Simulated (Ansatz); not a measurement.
Zn, a known structure type with other elements, at an estimated volume

```yaml
crystal:
  lattice:
    - [-1.64096, 1.64096, 1.35374]
    - [1.64096, -1.64096, 1.35374]
    - [1.64096, 1.64096, -1.35374]
  atoms:
    - { symbol: Zn, position: [0.00000, 0.00000, 0.00000] }
```

Method: r2SCAN, no spin polarisation; PAW, plane waves to 500 eV, 16×16×16 Γ-centred mesh, fermi-dirac occupations (width 0.0375 eV) (Ansatz 0.2.0), atoms fixed.

(1) Metal or insulator?

(2) What do density and ELF say about some of the short contacts?

(3) What does the stress say?

Origin: a known structure type with other elements, at an estimated volume, so it need not be a known compound.

Answers

(1) It is a metal, with about 0.2 states/eV a cell as the mean within 0.25 eV of the Fermi level.

(2) Zn–Zn at 2.69 Å: least valence density 0.22 e/Å³ and ELF 0.29 there. Both are smooth PAW fields, read partly inside the augmentation spheres.

(3) The pressure is -0.8 GPa (compression positive), so with the atoms held at these fractions the cell would first shrink. The principal stresses -5.8, 1.7, 1.7 GPa differ, so its shape would change too.
